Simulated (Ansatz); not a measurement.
GdScO3:
```yaml
crystal:
  lattice:
    - [3.97913, 0.00000, 0.00000]
    - [0.00000, 3.97913, 0.00000]
    - [0.00000, 0.00000, 3.97913]
  atoms:
    - { symbol: Gd, position: [0.00000, 0.00000, 0.00000] }
    - { symbol: Sc, position: [0.50000, 0.50000, 0.50000] }
    - { symbol: O, position: [0.00000, 0.50000, 0.50000] }
    - { symbol: O, position: [0.50000, 0.50000, 0.00000] }
    - { symbol: O, position: [0.50000, 0.00000, 0.50000] }
```
The run is spin-polarised; directions of the spins, atom by atom: ↑ 0 0 0 0.

Relaxed with PBEsol. Special points in fractions of this cell's reciprocal vectors: Γ (0.000, 0.000, 0.000); X (0.000, 0.500, 0.000); M (0.500, 0.500, 0.000); R (0.500, 0.500, 0.500).

Problem. List the band energies nearest the valence-band maximum at these points for PBEsol (plane waves, PAW; program Ansatz).

Solution. In eV from the valence-band maximum; about four levels below and three above (degenerate sets whole), none deeper than 8.9 eV; points with the same levels are listed once.

```csv
k,below,above
Γ ↑,-1.07 -1.07 -1.07 -0.03 -0.03 -0.03,2.38 2.38 3.28 3.28 3.28
X ↑,-2.02 -2.02 -0.28 -0.28,4.23 4.39 4.52
M ↑,-1.77 -1.77 -0.75 -0.26,4.47 4.52 5.94 5.94
R ↑,-2.95 -2.95 -0.01 -0.01 -0.01,3.85 3.85 3.85
Γ ↓,-1.38 -1.38 -1.38 0.00 0.00 0.00,1.23 1.31 1.31 1.31
X ↓,-2.18 -2.18 -0.25 -0.25,1.16 1.17 1.21
M ↓,-1.76 -1.76 -0.80 -0.21,1.17 1.17 1.22
R ↓,-2.94 -2.94 -0.23 -0.23 -0.23,1.19 1.19 1.19
```

Space group Pm-3m (cubic perovskite). A made-up cell: these elements were put on the sites of a structure type; neither database checked (COD, Materials Project) lists it. COD files the formula under space group No. 62. Whether it is the stable phase at ambient conditions was not checked. The PBEsol relaxation kept the symmetry of its start. At this level the phase is dynamically unstable (imaginary phonons). The final state is ferromagnetic, chosen from 3 collinear starts compared on coarse meshes (ties went to the first, and starts can fall back to one state), not a proven ground state. The 4f shell is in the valence, and the state reached may lie above the lowest one. No Hubbard U is applied. Scalar-relativistic: spin–orbit coupling is off unless named, which matters more the heavier the elements.

Potentials: the earlier of the program's two PAW sets. The files were generated under PBE; for other functionals the program regenerates the frozen cores, and for LDA and PBEsol the local potential too.
